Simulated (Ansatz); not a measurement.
Here is the system:

Starting cell, NaF (rock salt):

```
NaF
1.0
    0.00000     4.70157     4.70157
    2.35078     0.00000     2.35078
    2.35078     2.35078     0.00000
F Na
2 2
Direct
  0.00000   0.00000   0.00000
  0.50000   0.00000   0.00000
  0.25000   0.50000   0.50000
  0.75000   0.50000   0.50000
```

A phonon eigenvector at L = (0.5, 0.0, 0.0) is frozen into this cell: atom i moves by Q times the vector below, so Q is the largest atomic displacement, in Å. The cell is held. (q is in reciprocal vectors of the primitive cell; the cell shown is doubled to hold the pattern.)

| atom | x | y | z |
|---|---|---|---|
| F1 | -0.577 | 0.577 | 0.577 |
| F2 | 0.577 | -0.577 | -0.577 |

Atoms not listed stay in place.

Method: PBE (plane waves to 420 eV, PAW, scalar-relativistic; Ansatz, a first-principles code). k mesh 6×12×12 (Γ-centred), Fermi-Dirac smearing 0.05 eV. Energies are smeared free energies. NaF was relaxed with its symmetry unable to fall. The relaxed volume of NaF is well above the measured one; the method has no dispersion term. The zero of ΔE is the undisplaced structure.

The scan covers Q from -0.100 to 0.100 Å in 13 points.

**Question.** Which space group does the distorted structure have?

**Answer.** R-3m (No. 166), lowered from Fm-3m.

**Question.** Is this a single well or a double well?

**Answer.** A single well with its minimum at or next to zero displacement.

**Question.** What is the energy change at Q = 0.100 Å?

**Answer.** 61.3 meV/cell.

**Question.** What harmonic wavenumber does the curvature at Q = 0 give?

**Answer.** 296 cm⁻¹.

(A displaced cell: forces are minus the slopes of the energy, force constants its curvatures, and phonons follow from these.)
